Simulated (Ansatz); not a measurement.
# Equation of state of Ba

```xyz
1
Lattice="-2.5000 2.5000 2.5000 2.5000 -2.5000 2.5000 2.5000 2.5000 -2.5000" Properties=species:S:1:pos:R:3 pbc="T T T"
Ba    0.0000    0.0000    0.0000
```

The cell is a measured one (Crystallography Open Database entry 9008528); the temperature and pressure of the measurement aren't taken into account, and nothing was relaxed.

No spin–orbit coupling, which matters for the heavy atoms here.

Levels of theory: DFT, PBEsol, all-electron LAPW, scalar-relativistic (Ansatz 0.2.0); DFT, PBEsol, PAW with Ansatz's default frozen-core files, scalar-relativistic (Ansatz 0.2.0).

For LAPW: a Γ-centred 10×10×10 k mesh, Fermi–Dirac smearing of 0.05 eV, basis error target 0.5 meV/atom, no spin polarisation. PAW takes a cutoff of 420 eV at this cell (files made with PBE, cores remade for this functional). The Ansatz runs share mesh, smearing and spin set-up. Plane-wave (PAW) pressures include the program's estimate of the Pulay term.

The cell above is scaled evenly, with fractional coordinates and shape held.

```json
{"V/V(cell)": "0.9400", "V (Å³/atom)": "58.750", "P, LAPW (GPa)": "-0.09", "P, PAW (GPa)": "-0.09", "free energy over the lowest listed, PAW (meV/atom)": "0.0"}
{"V/V(cell)": "0.9600", "V (Å³/atom)": "60.000", "P, LAPW (GPa)": "-0.27", "P, PAW (GPa)": "-0.27", "free energy over the lowest listed, PAW (meV/atom)": "1.4"}
{"V/V(cell)": "0.9800", "V (Å³/atom)": "61.250", "P, LAPW (GPa)": "-0.44", "P, PAW (GPa)": "-0.44", "free energy over the lowest listed, PAW (meV/atom)": "4.2"}
{"V/V(cell)": "0.9900", "V (Å³/atom)": "61.875", "P, LAPW (GPa)": "-0.52", "P, PAW (GPa)": "-0.52", "free energy over the lowest listed, PAW (meV/atom)": "6.1"}
{"V/V(cell)": "1.0000", "V (Å³/atom)": "62.500", "P, LAPW (GPa)": "-0.60", "P, PAW (GPa)": "-0.60", "free energy over the lowest listed, PAW (meV/atom)": "8.3"}
{"V/V(cell)": "1.0100", "V (Å³/atom)": "63.125", "P, LAPW (GPa)": "-0.67", "P, PAW (GPa)": "-0.67", "free energy over the lowest listed, PAW (meV/atom)": "10.8"}
{"V/V(cell)": "1.0200", "V (Å³/atom)": "63.750", "P, LAPW (GPa)": "-0.74", "P, PAW (GPa)": "-0.75", "free energy over the lowest listed, PAW (meV/atom)": "13.6"}
{"V/V(cell)": "1.0400", "V (Å³/atom)": "65.000", "P, LAPW (GPa)": "-0.88", "P, PAW (GPa)": "-0.88", "free energy over the lowest listed, PAW (meV/atom)": "19.9"}
{"V/V(cell)": "1.0600", "V (Å³/atom)": "66.250", "P, LAPW (GPa)": "-1.00", "P, PAW (GPa)": "-1.00", "free energy over the lowest listed, PAW (meV/atom)": "27.2"}
```
